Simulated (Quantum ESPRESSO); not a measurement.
Pd4AlZnCuGa, input and log of a self-consistent run

Simulated, not a measurement. The program is pw.x of Quantum ESPRESSO 7.5 (plane-wave density functional theory). The cell is made up: eight metal atoms on a face-centred cubic lattice, with elements, volume, strain and displacements drawn at random and not relaxed, so it may be unstable or far from any real phase. PseudoDojo standard norm-conserving files set the functional (PBE unless stated); there is no spin polarisation or spin-orbit coupling, the Fermi-Dirac width of 0.25 eV means electrons at about 2900 K, and the masses in the input are unused placeholders. The copper pseudopotential is less sure than most, with forces differing by about three percent and pressure by about two GPa from a second method on plain copper. A spin test at this wide smearing found no moment, but such smearing suppresses magnetism that the real alloy may have.

Input:

```
&control calculation='scf', pseudo_dir='./dojo.nc.sr.pbe.v0_5.standard.upf', outdir='./o', disk_io='minimal', tprnfor=.true., tstress=.true. /
&system ibrav=0, nat=8, ntyp=5, nbnd=78, ecutwfc=92.02030273, nosym=.true., tot_charge=0,
 occupations='smearing', smearing='fd', degauss=0.0183746611
/
&electrons conv_thr=1.470e-08, electron_maxstep=70, mixing_beta=0.5 /
ATOMIC_SPECIES
Al 1.0 Al.upf
Cu 1.0 Cu.upf
Ga 1.0 Ga.upf
Pd 1.0 Pd.upf
Zn 1.0 Zn.upf
CELL_PARAMETERS angstrom
0.0376 -1.9638 -1.9861
-5.8418 -1.9237 0.0726
-1.8815 3.8679 -5.861
ATOMIC_POSITIONS angstrom
Pd 0.0099 -0.0026 -0.1211
Pd -1.8363 1.7857 -3.9113
Al -1.995 -0.0305 -1.9802
Pd -3.8819 2.018 -5.7389
Zn -3.7814 -0.0366 -3.9836
Cu -3.8758 -1.9793 -1.906
Pd -5.7222 -0.0026 -5.8846
Ga -5.8841 -1.9608 -3.7641
K_POINTS automatic
9 4 3 1 1 1
```

The log is shortened where brackets say so; the opening notice, blank lines, dates and the lines on written files are dropped, and the path of the files is cut. It prints rydbergs, bohrs and kilobars, and counts compression as positive stress. Its total energy is the free energy E - TS of the whole cell.

```
     Program PWSCF v.7.5
     Parallel version (MPI & OpenMP), running on       4 processor cores
     Number of MPI processes:                 4
     Threads/MPI process:                     1
     [start-up lines left out]
     bravais-lattice index     =            0
     lattice parameter (alat)  =       5.2786  a.u.
     unit-cell volume          =     809.7006 (a.u.)^3
     number of atoms/cell      =            8
     number of atomic types    =            5
     number of electrons       =       127.00
     number of Kohn-Sham states=           78
     kinetic-energy cutoff     =      92.0203  Ry
     charge density cutoff     =     368.0812  Ry
     scf convergence threshold =      1.5E-08
     mixing beta               =       0.5000
     number of iterations used =            8  plain     mixing
     Exchange-correlation= PBE
                           (   1   4   3   4   0   0   0)
     [axes and pseudopotential details left out]
   Cartesian axes
     site n.     atom                  positions (alat units)
         1        Pd     tau(   1) = (   0.0035442  -0.0009308  -0.0433538  )
         2        Pd     tau(   2) = (  -0.6573948   0.6392800  -1.4002441  )
         3        Al     tau(   3) = (  -0.7142093  -0.0109190  -0.7089109  )
         4        Pd     tau(   4) = (  -1.3897189   0.7224433  -2.0545243  )
         5        Zn     tau(   5) = (  -1.3537400  -0.0131028  -1.4261275  )
         6        Cu     tau(   6) = (  -1.3875351  -0.7085887  -0.6823474  )
         7        Pd     tau(   7) = (  -2.0485457  -0.0009308  -2.1066849  )
         8        Ga     tau(   8) = (  -2.1065059  -0.7019658  -1.3475466  )
     number of k points=    54  Fermi-Dirac smearing, width (Ry)=  0.0184
                       cart. coord. in units 2pi/alat
        k(    1) = (  -0.0570076  -0.0109678  -0.0683693), wk =   0.0370370
        k(    2) = (   0.0045027  -0.1909974   0.1108034), wk =   0.0370370
     [further k points left out]
     Dense  grid:    96509 G-vectors     FFT dimensions: (  36,  72,  90)
     Estimated max dynamical RAM per process >     376.38 MB
     Estimated total dynamical RAM >       1.40 GB
     Initial potential from superposition of free atoms
     starting charge     126.9937, renormalised to     127.0000
     Starting wfcs are   69 randomized atomic wfcs +    9 random wfcs
     total cpu time spent up to now is        7.3 secs
     per-process dynamical memory:   303.2 Mb
     Self-consistent Calculation
     iteration #  1     ecut=    92.02 Ry     beta= 0.50
     Davidson diagonalization with overlap
     ethr =  1.00E-02,  avg # of iterations =  3.2
     total cpu time spent up to now is       28.4 secs
     total energy              =   -2036.18573222 Ry
     estimated scf accuracy    <       5.12645928 Ry
     iteration #  2     ecut=    92.02 Ry     beta= 0.50
     Davidson diagonalization with overlap
     ethr =  4.04E-03,  avg # of iterations =  3.8
     total cpu time spent up to now is       50.4 secs
     total energy              =   -2036.50320452 Ry
     estimated scf accuracy    <      24.03384662 Ry
     iteration #  3     ecut=    92.02 Ry     beta= 0.50
     Davidson diagonalization with overlap
     ethr =  4.04E-03,  avg # of iterations =  3.0
     total cpu time spent up to now is       74.4 secs
     total energy              =   -2038.83017841 Ry
     estimated scf accuracy    <       1.25434290 Ry
     iteration #  4     ecut=    92.02 Ry     beta= 0.50
     Davidson diagonalization with overlap
     ethr =  9.88E-04,  avg # of iterations =  3.1
     total cpu time spent up to now is       95.6 secs
     total energy              =   -2038.94959961 Ry
     estimated scf accuracy    <       0.28367342 Ry
     iteration #  5     ecut=    92.02 Ry     beta= 0.50
     Davidson diagonalization with overlap
     ethr =  2.23E-04,  avg # of iterations =  3.1
     total cpu time spent up to now is      117.2 secs
     total energy              =   -2038.97805596 Ry
     estimated scf accuracy    <       0.15260033 Ry
     [iterations 6 to 11 left out]
     iteration # 12     ecut=    92.02 Ry     beta= 0.50
     Davidson diagonalization with overlap
     ethr =  8.04E-08,  avg # of iterations =  1.0
     total cpu time spent up to now is      247.0 secs
     total energy              =   -2038.99541412 Ry
     estimated scf accuracy    <       0.00000241 Ry
     iteration # 13     ecut=    92.02 Ry     beta= 0.50
     Davidson diagonalization with overlap
     ethr =  1.90E-09,  avg # of iterations =  2.0
     total cpu time spent up to now is      267.8 secs
     total energy              =   -2038.99541454 Ry
     estimated scf accuracy    <       0.00000032 Ry
     iteration # 14     ecut=    92.02 Ry     beta= 0.50
     Davidson diagonalization with overlap
     ethr =  2.51E-10,  avg # of iterations =  2.0
     total cpu time spent up to now is      285.7 secs
     total energy              =   -2038.99541457 Ry
     estimated scf accuracy    <       0.00000023 Ry
     iteration # 15     ecut=    92.02 Ry     beta= 0.50
     Davidson diagonalization with overlap
     ethr =  1.79E-10,  avg # of iterations =  1.5
     total cpu time spent up to now is      303.1 secs
     total energy              =   -2038.99541460 Ry
     estimated scf accuracy    <       0.00000002 Ry
     iteration # 16     ecut=    92.02 Ry     beta= 0.50
     Davidson diagonalization with overlap
     ethr =  1.80E-11,  avg # of iterations =  1.5
     total cpu time spent up to now is      320.3 secs
     End of self-consistent calculation
     [lines on levels left out]
!    total energy              =   -2038.99541460 Ry
     estimated scf accuracy    <          1.7E-09 Ry
     smearing contrib. (-TS)   =      -0.06417767 Ry
     internal energy E=F+TS    =   -2038.93123693 Ry
     The total energy is F=E-TS. E is the sum of the following terms:
     one-electron contribution =   -1045.88097318 Ry
     hartree contribution      =     598.40567429 Ry
     xc contribution           =    -305.09691013 Ry
     ewald contribution        =   -1286.35902790 Ry
     convergence has been achieved in  16 iterations
     Forces acting on atoms (cartesian axes, Ry/au):
     atom    1 type  4   force =    -0.02526787    0.02308844   -0.00989971
     atom    2 type  4   force =    -0.00119708    0.00055402    0.02041761
     atom    3 type  1   force =    -0.00334344   -0.03870929    0.04022020
     atom    4 type  4   force =     0.01515998    0.00760993   -0.04153736
     atom    5 type  5   force =    -0.01834304    0.00904689   -0.00941583
     atom    6 type  2   force =     0.00367716    0.01587642   -0.01444207
     atom    7 type  4   force =    -0.00418234   -0.02732246    0.03457708
     atom    8 type  3   force =     0.03349662    0.00985605   -0.01991992
     Total force =     0.106701     Total SCF correction =     0.000175
     Computing stress (Cartesian axis) and pressure
          total   stress  (Ry/bohr**3)                   (kbar)     P=       -5.42
   0.00000399   0.00013968  -0.00012239            0.59       20.55      -18.00
   0.00013968  -0.00002904   0.00027412           20.55       -4.27       40.32
  -0.00012239   0.00027412  -0.00008544          -18.00       40.32      -12.57
     init_run     :      6.92s CPU      7.23s WALL (       1 calls)
     electrons    :    305.99s CPU    313.02s WALL (       1 calls)
     forces       :      2.58s CPU      2.59s WALL (       1 calls)
     stress       :      8.29s CPU      8.29s WALL (       1 calls)
     [timing details left out]
     PWSCF        :   5m23.94s CPU   5m31.31s WALL
     JOB DONE.
```

In other units: free energy -27741.946 eV for the cell, pressure -0.54 GPa, largest force component 1.068 eV/Å in size. The run took 333 s of wall time with four MPI processes on a shared machine (Intel Xeon, 2023 or later, virtual cores), so the time is rough. A rerun of this cell at a higher cutoff and on a denser mesh moved values by no more than 0.009 eV in energy, 0.15 GPa in stress and 0.011 eV/Å in force, and a second program with other atomic files agreed on that cell to 2 % rms in force and 0.5 GPa in pressure.